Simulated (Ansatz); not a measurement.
Ti3Ge:
```
CELL_PARAMETERS angstrom
     -5.05776     5.05776     2.54176
      5.05776    -5.05776     2.54176
      5.05776     5.05776    -2.54176
ATOMIC_POSITIONS crystal
  Ti 0.32026 0.29497 0.18966
  Ti 0.86940 0.67974 0.97470
  Ti 0.10530 0.13060 0.81034
  Ti 0.70503 0.89470 0.02530
  Ti 0.00770 0.33737 0.38430
  Ti 0.37660 0.99230 0.32967
  Ti 0.95308 0.62340 0.61570
  Ti 0.66263 0.04692 0.67033
  Ti 0.97694 0.94518 0.40174
  Ti 0.42480 0.02306 0.96824
  Ti 0.54345 0.57520 0.59826
  Ti 0.05482 0.45655 0.03176
  Ge 0.51076 0.76496 0.32667
  Ge 0.81591 0.48924 0.25420
  Ge 0.43829 0.18409 0.67333
  Ge 0.23504 0.56171 0.74580
```

Relaxed with PBEsol.

Question: Tabulate the valence density and the electron localisation function along the shortest Ti–Ti contact (2.74 Å), PBEsol in the plane-wave PAW code Ansatz.

Answer: 

| distance from Ti (Å) | density (e/Å³) | ELF |
|---|---|---|
| 0.27 | 9.05 | 0.22 |
| 0.41 | 7.06 | 0.51 |
| 0.55 | 4.46 | 0.63 |
| 0.68 | 2.22 | 0.58 |
| 0.82 | 0.93 | 0.37 |
| 0.96 | 0.44 | 0.18 |
| 1.09 | 0.28 | 0.12 |
| 1.23 | 0.22 | 0.15 |
| 1.37 | 0.21 | 0.17 |
| 1.51 | 0.22 | 0.15 |
| 1.64 | 0.28 | 0.12 |
| 1.78 | 0.44 | 0.18 |
| 1.92 | 0.93 | 0.37 |
| 2.05 | 2.22 | 0.58 |
| 2.19 | 4.46 | 0.63 |
| 2.33 | 7.06 | 0.51 |
| 2.46 | 9.05 | 0.22 |

The density is the valence pseudo-density with augmentation charge, so density and ELF within about 1 Å of a nucleus are not all-electron values.

Space group I-4. The workflow started from a Materials Project entry (that database holds measured and hypothetical structures alike); the Crystallography Open Database copy checked does not list it. Its standing as an ambient phase is unchecked. Symmetry was held in the PBEsol relaxation; whether a distortion lowers the energy is not shown. The run is not spin-polarised.

Potentials: the later of the program's two PAW sets.
